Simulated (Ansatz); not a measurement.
Run record: elastic constants by finite strains of LuTlS$_{2}$ (R-3m)

Computed with PBEsol, all-electron LAPW in Ansatz 0.2.0, scalar-relativistic; not a measurement.

Cell and atoms were relaxed beforehand by PAW with this functional.

The structure is one entry of a database and needn't be the stable phase.

Command line:

```sh
ansatz run input.yaml --threads 2 --pin off --max-ram 5120MiB --backend cpu --events-out ev --progress --plain --runs-dir out
```

input.yaml:

```yaml
crystal:
  lattice:
    - [1.93622068994, 1.11787753654, 7.39561595478]
    - [-1.93622068994, 1.11787753654, 7.39561595478]
    - [0.0, -2.23575507309, 7.39561595478]
  atoms:
    - { symbol: Lu, position: [0.0, 0.0, 0.0] }
    - { symbol: Tl, position: [0.5, 0.5, 0.5] }
    - { symbol: S, position: [0.732542587733, 0.732542587733, 0.732542587733] }
    - { symbol: S, position: [0.267457412267, 0.267457412267, 0.267457412267] }
kpoints:
  mp_grid: { grid: [8, 8, 8] }
scf:
  occupations: { method: fixed }
hamiltonian:
  xc: pbesol
  pseudopotentials: { kind: all_electron, lapw: { basis_error: 0.0005 } }
elastic:
  mode: relaxed_ion
  stencil: two_point
  amplitude: 0.005
```

Output (shortened where marked):

```
Warning: RAYON_NUM_THREADS=2 ignored (pool sized by the plan → 2); use --threads N
LAPW: plane waves up to 8.384 Å⁻¹, error target 5.0e-4 eV per atom; small_component_spin mean_spin; S in spheres of 1.099 Å, 14 of its electrons in bands, Dirac shells []; Lu in spheres of 1.492 Å, 41 of its electrons in bands, ...
Engine: ansatz 0.2.0, aarch64-unknown-linux-gnu
Pseudopotentials: kind: all_electron
Pseudopotential: Lu, LAPW, valence charge 41, lapw/all_electron/scalar/gaussian/Lu, Koelling and Harmon's equation, gaussian nucleus
Pseudopotential: Tl, LAPW, valence charge 35, lapw/all_electron/scalar/gaussian/Tl, Koelling and Harmon's equation, gaussian nucleus
Pseudopotential: S, LAPW, valence charge 14, lapw/all_electron/scalar/gaussian/S, Koelling and Harmon's equation, gaussian nucleus
Functional definition: PBEsol
  exchange = pbesol_x
  correlation = pbesol_c
davidson cushion auto → on  (no smearing: the cushion is to keep the highest requested band from converging to the state above it; pin scf.eigensolver.cushion to override)
Crystal: 4 atoms, lattice volume = 96.045 Å³
Basis set: ecut = 267.81392470204446 eV, 961 PW (Γ), FFT grids on a1−a3, a2−a3, a3, exchange–correlation at level 2
Bands: 63, of which v1, the nominal top of the filled ones, is band 52 counted from 1 (51 counted from 0)
Symmetry: 12 space group operations
Space group: R-3m (ITA 166), of the structure as read, at distance tolerance 4.6e-5 Å
k-points: 65 of 512
Non-local potential: Lu, projectors of the file, none
Non-local potential: Tl, projectors of the file, none
Non-local potential: S, projectors of the file, none
Initial density: superposition of atomic densities (chi_scale 0.1, normalization cell, long waves kept (reshape's long-wave potential 0.07 eV rms))
Initial wavefunctions: plane waves of lowest kinetic energy (no species holds an atomic orbital)
Functional: x = pbesol(κ = 0.804, μ = 0.12345679012345678), c = pbesol(β = 0.046)
iter 1 solved again at ethr=3.18e-3 eV; its pass at ethr=1.00e-1 eV (dr2=3.31e0 eV) is discarded
SCF iter   1: F=—  HF=-968447.911810 eV  |F-HF|=—  |Δ(HF+E_count)|=         —  Δρ=3.71e-2  dr2=3.31e0  ethr=3.18e-3  ⟨swp⟩=2.0  Hψ=25392  notcnv=0
preconditioner: auto → Resta (q_TF=auto, 2.765 Å⁻¹)  ε∞=4.7  [insulator: Δε(μ)=1.807 eV  Ē_g=13.689 eV  n_scr=36 (ndim 8)  ℏωp=26.3 eV  f_vac=0.065  ε∞_Penn≈4.7]
SCF iter   2: F=—  HF=-968447.001202 eV  |F-HF|=—  |Δ(HF+E_count)|=   9.11e-1  Δρ=1.66e-2  dr2=7.66e-1  ethr=3.18e-3  ⟨swp⟩=3.0  Hψ=12335  notcnv=0
SCF iter   3: F=—  HF=-968446.916979 eV  |F-HF|=—  |Δ(HF+E_count)|=   8.42e-2  Δρ=8.63e-3  dr2=1.58e-1  ethr=7.36e-4  ⟨swp⟩=3.0  Hψ=11735  notcnv=0
SCF iter   4: F=—  HF=-968446.812397 eV  |F-HF|=—  |Δ(HF+E_count)|=   1.05e-1  Δρ=4.75e-3  dr2=4.20e-2  ethr=1.52e-4  ⟨swp⟩=2.5  Hψ=12384  notcnv=0
iter 5 solved again at ethr=3.59e-6 eV; its pass at ethr=4.03e-5 eV (dr2=3.73e-3 eV) is discarded
SCF iter   5: F=—  HF=-968446.803287 eV  |F-HF|=—  |Δ(HF+E_count)|=         —  Δρ=1.70e-3  dr2=3.73e-3  ethr=3.59e-6  ⟨swp⟩=2.0  Hψ=21610  notcnv=0
the basis was enlarged: its passes take 378.6 KiB over the memory plan, 2 of 2 planned eigensolver slots
[... 135 lines left out ...]
E sigma→0 (E₀):  -968446.804298 eV
Fermi energy:    11.842597 eV
--- Per-component energies (eV) ---
  E_band       = -8119.476689
  E_kinetic    = 1093436.802983
  E_xc         = -19656.804341
  E_electrostatic = -2042226.802940  (all electrons and nuclei)
  E_smearing   = -0.000000  (= −TS)
  E_closure    = 0.000000  (closes the sum)
  Σ components = -968446.804298   (vs F -968446.804298, Δ=0.00e0)
  Basis errors (estimates in eV, not in F): energy 2.1e-4 per atom: plane waves 1.9e-4 (1.1e-4 summed), levels above the bands 0.0e0, relativity 1.0e-8, radial functions 2.1e-5, core shells 4.4e-7; eigenvalues (radial functions ...
--- Forces (eV/Å), atoms counted from 1 ---
  atom   1  Lu    -0.00000000     0.00000000     0.00000000
  atom   2  Tl     0.00000000     0.00000000    -0.00000000
  atom   3  S      0.00000000     0.00000000    -0.00000009
  atom   4  S      0.00000000    -0.00000000     0.00000009
  max |Σ_I F_I| component: 5.27e-31 eV/Å
--- Stress (GPa, compression-positive) ---
        0.006659       0.000000       0.000000
        0.000000       0.006659       0.000000
        0.000000       0.000000       0.006104
  P = ⅓ Tr σ = 0.0065 GPa (0.065 kbar)
--- Elastic constants: 3 strain directions × 2 members + reference (group order 12) ---
  dense FFT box of the reference and of every strained cell: 24×24×48 on a1−a3, a2−a3, a3
  strains applied: 11, 33, 23; error gains: componentwise 1.00 (the most a stress slope's error grows in a printed constant), spectral 1.41 (1 for all six strains in a standard setting)
  reference relaxed by the batch: 3 steps; max|allowed force component| 6.81e-4 eV/Å at the deck's positions, 1.91e-7 at the last accepted step, 9.11e-8 by the solve of record
  largest displacement 7.5e-5 Å; the constants are those of the deck's cell at these positions:
  atoms:
    - { symbol: Lu, position: [3.0541803952864725e-22, 3.0541803952864927e-22, 3.054180395269316e-22] }
    - { symbol: Tl, position: [0.5, 0.5, 0.5] }
    - { symbol: S, position: [0.7325459791788098, 0.7325459791788098, 0.7325459791788099] }
    - { symbol: S, position: [0.26745402082119024, 0.26745402082119024, 0.26745402082119024] }
  C = ∂σ_k/∂η_j (tension-positive GPa; Voigt order 11 22 33 23 13 12):
        96.646     25.820     34.122     12.074      0.000      0.000
        25.820     96.646     34.122    -12.074      0.000      0.000
        34.115     34.115     99.483     -0.000      0.000      0.000
        12.077    -12.077     -0.000     32.138      0.000      0.000
         0.000     -0.000     -0.000     -0.000     32.138     12.077
         0.000     -0.000      0.000      0.000     12.074     35.413
  reference stress σ⁰ (GPa):     -0.007     -0.007     -0.006     -0.000      0.000      0.000
  no Pulay correction (none for the plane-wave cutoff is built on LAPW): the batch's stresses and constants are at fixed plane waves
  C* (energy form; C + prestress term) asymmetry max|C*_kj − C*_jk| = 6.287e-3 GPa — a small one proves nothing (zero by symmetry where the batch's group is 432, −43m or m−3m); a large one is finite-difference/SCF noise where ...
  moduli (Voigt/Reuss/Hill, GPa): K = 53.43/53.28/53.36   G = 33.19/29.64/31.41   E = 78.78   ν = 0.254
  mechanically stable: yes (min eigenvalue of sym C = 21.59 GPa)
  where every solve meets its electron count the energy-path curvature estimates C_jj along a normal strain and C_jj − ¼(σ⁰_aa + σ⁰_bb) along a shear (ab), closely only under elastic.basis: deformed
  strain η (Voigt 11):  stress-route row diagonal C_11 = 96.65 GPa, energy-path curvature d²(F+E_count)/dδ²/Ω₀ = 96.64 GPa
         δ    σ_11 (GPa)             F (eV)   n_scf  n_hpsi   n_pw
    -5.000e-3      -0.4964     -968446.8035474       2   70093    968   relax 4 steps, max|allowed force component| 5.62e-6 eV/Å
     5.000e-3       0.4700     -968446.8036005       2   70089    968   relax 3 steps, max|allowed force component| 2.46e-6 eV/Å
  strain η (Voigt 33):  stress-route row diagonal C_33 = 99.48 GPa, energy-path curvature d²(F+E_count)/dδ²/Ω₀ = 99.48 GPa
         δ    σ_33 (GPa)             F (eV)   n_scf  n_hpsi   n_pw
    -5.000e-3      -0.5093     -968446.8035285       2   30372    968   relax 3 steps, max|allowed force component| 1.58e-7 eV/Å
     5.000e-3       0.4855     -968446.8035767       2   30359    968   relax 3 steps, max|allowed force component| 2.31e-7 eV/Å
  strain η (Voigt 23):  stress-route row diagonal C_44 = 32.14 GPa, energy-path curvature d²(F+E_count)/dδ²/Ω₀ = 32.14 GPa
         δ    σ_23 (GPa)             F (eV)   n_scf  n_hpsi   n_pw
    -5.000e-3      -0.1586     -968446.8040593       2   70085    968   relax 4 steps, max|allowed force component| 8.16e-8 eV/Å
     5.000e-3       0.1628     -968446.8040550       2   70091    968   relax 3 steps, max|allowed force component| 5.16e-6 eV/Å
```

The calculation finished and met its thresholds.

### Strained cells

Elastic constants of a crystal by Kohn-Sham DFT: slopes of the stress over finite engineering strains of the given cell, Voigt indices, Cartesian axes as in the input; stress of each strained cell less that at rest, tension positive.

| strain component | strain | stress xx (GPa) | stress yy (GPa) | stress zz (GPa) | stress yz (GPa) | stress xz (GPa) | stress xy (GPa) | relaxation steps |
| --- | --- | --- | --- | --- | --- | --- | --- | --- |
| xx | -0.005 | -0.4897 | -0.1301 | -0.1734 | -0.0622 | 0 | 0 | 4 |
| xx | 0.005 | 0.4767 | 0.1281 | 0.1678 | 0.0586 | 0 | 0 | 3 |
| zz | -0.005 | -0.1751 | -0.1751 | -0.5032 | 0 | 0 | 0 | 3 |
| zz | 0.005 | 0.1661 | 0.1661 | 0.4916 | 0 | 0 | 0 | 3 |
| yz | -0.005 | -0.0612 | 0.0584 | -0.0035 | -0.1586 | 0 | 0 | 4 |
| yz | 0.005 | 0.0595 | -0.0624 | -0.0035 | 0.1628 | 0 | 0 | 3 |

### Elastic constants

```
Pressure at rest         : 0.006 GPa
Least elastic eigenvalue : 21.59 GPa
Elastically stable       : yes
```

```
index  elastic (GPa)
   11          96.65
   12          25.82
   13          34.12
   14          12.08
   33          99.48
   44          32.14
```

**Elastic moduli**

Hill averages of a grain aggregate, Debye temperature from the mean sound speed over directions.

```
Bulk modulus                     : 53.36 GPa
Shear modulus                    : 31.41 GPa
Young modulus                    : 78.78 GPa
Poisson ratio                    : 0.2539
Bulk over shear modulus          : 1.699
Elastic anisotropy index         : 0.6007
Least young modulus              : 57.08 GPa
Largest young modulus            : 104.1 GPa
Longitudinal sound speed         : 3524 m/s
Transverse sound speed           : 2024 m/s
Elastic debye temperature        : 229.6 K
Linear compressibility (x, y, z) : 6.633, 6.633, 5.503 1/TPa
```

Known limits: no spin-orbit coupling on heavy atoms.

Time and hardware: 56 min on 2 threads of Arm Neoverse N1 (shared host), peak memory 2 GiB.
